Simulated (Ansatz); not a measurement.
Given:

NbSi2 (CrSi2 type, space group P6_222)

```yaml
crystal:
  lattice:
    - [4.81046, 0.00000, 0.00000]
    - [-2.40523, 4.16598, 0.00000]
    - [0.00000, 0.00000, 6.61846]
  atoms:
    - { symbol: Nb, position: [0.50000, 0.00000, 0.00000] }
    - { symbol: Nb, position: [0.50000, 0.50000, 0.33333] }
    - { symbol: Nb, position: [0.00000, 0.50000, 0.66667] }
    - { symbol: Si, position: [0.15931, 0.31861, 0.00000] }
    - { symbol: Si, position: [0.84069, 0.15931, 0.33333] }
    - { symbol: Si, position: [0.68139, 0.84069, 0.66667] }
    - { symbol: Si, position: [0.84069, 0.68139, 0.00000] }
    - { symbol: Si, position: [0.15931, 0.84069, 0.33333] }
    - { symbol: Si, position: [0.31861, 0.15931, 0.66667] }
```

Equation-of-state scan: isotropic scaling of the cell above, V₀ being its volume. The atoms relax within the cell's symmetry.

These are PBE (plane waves to 420 eV, PAW, scalar-relativistic; Ansatz, a first-principles code) values and carry that method's errors. k mesh 11×11×7 (Γ-centred), Fermi-Dirac smearing 0.05 eV. E stands for the smeared free energy. Stress and pressure are positive under compression. With the shape held, the modulus is that of even scaling; a crystal free to change shape is softer. NbSi2 is run without spin polarisation. NbSi2 was relaxed with its symmetry unable to fall. ΔE is measured from the relaxed starting cell.

The scan covers V/V₀ from 0.840 to 1.160 in 13 points.

Question: What is ΔE at V/V₀ = 1.160?

Answer: 158 meV/atom.

Question: What is ΔE at V/V₀ = 0.840?

Answer: 281 meV/atom.

Question: What pressure does the cell carry at V/V₀ = 0.840?

Answer: 44.4 GPa.

(A scan under strain: stresses follow from slopes of the energy per volume, elastic moduli from its curvatures.)
